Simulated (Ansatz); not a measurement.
Start of a relaxation of NbC₂:

```cif
data_structure
_symmetry_space_group_name_H-M 'P-6m2'
_symmetry_Int_Tables_number 187
_cell_length_a 2.2951
_cell_length_b 2.2951
_cell_length_c 12.2201
_cell_angle_alpha 90.000
_cell_angle_beta 90.000
_cell_angle_gamma 120.000
_cell_volume 55.74
loop_
_atom_site_label
_atom_site_type_symbol
_atom_site_symmetry_multiplicity
_atom_site_Wyckoff_symbol
_atom_site_fract_x
_atom_site_fract_y
_atom_site_fract_z
_atom_site_occupancy
Nb1 Nb 1 a 0.00000 0.00000 0.00000 1
C1 C 2 h 0.33333 0.66667 0.90800 1
```

Theory: DFT PBE, scalar-relativistic, plane waves, PAW (Ansatz 0.2.0). Cutoff 420 eV, Gaussian smearing, Γ-centred meshes. Cell and atoms relax first on a coarse mesh and then on a finer one. In between, the cell is made exact in the group found at 0.06 Å. In metals the finer mesh still leaves noise of several meV/atom or more. The steps can't lower the symmetry of their start. No spin polarisation in the relaxation; trial moments died out in a coarse test.

A guess keeps its type if space group and coordination stay and the shape of the cell changes little (axis ratios within about 15 %, angles within 6°); the volume may change.

Question: Does it keep its structure type, or change into something else?

Answer: It doesn't keep its type. The symmetry stays P-6m2 (No. 187). The volume per atom grows by 8.0 %, from 18.6 to 20.1 Å³. The shortest distance goes from 1.74 Å (Nb–C) to 1.50 Å (C–C). The ratio c/a of the conventional cell changes by a factor of 0.31. Counting neighbours within 15 % of an atom's shortest distance, the start has C 3, Nb 6 and the end C 1, Nb 6. In detail, at the end Nb is surrounded by 6 C at 2.14 Å; C is surrounded by 1 C at 1.50 Å and 3 Nb at 2.14 Å.

```xyz
3
Lattice="3.4627 0.0000 0.0000 -1.7313 2.9988 0.0000 0.0000 0.0000 5.7963" Properties=species:S:1:pos:R:3 pbc="T T T"
Nb    0.0000    1.9992    0.0000
C     1.7313    0.9996    5.0455
C     1.7313    0.9996    0.7509
```

The last run used an 18×18×8 mesh (in the run's order of axes) for its 3-atom cell and Gaussian smearing of 0.10 eV. No dispersion correction is applied, so the spacing and binding between layers, chains or molecules are poorly described. Symmetry constrained the relaxation, so the result can be a saddle point. Another cell of NbC2 relaxed alike, in P-1, lies 0.80 eV/atom lower, so this cell isn't the stable form at this level.
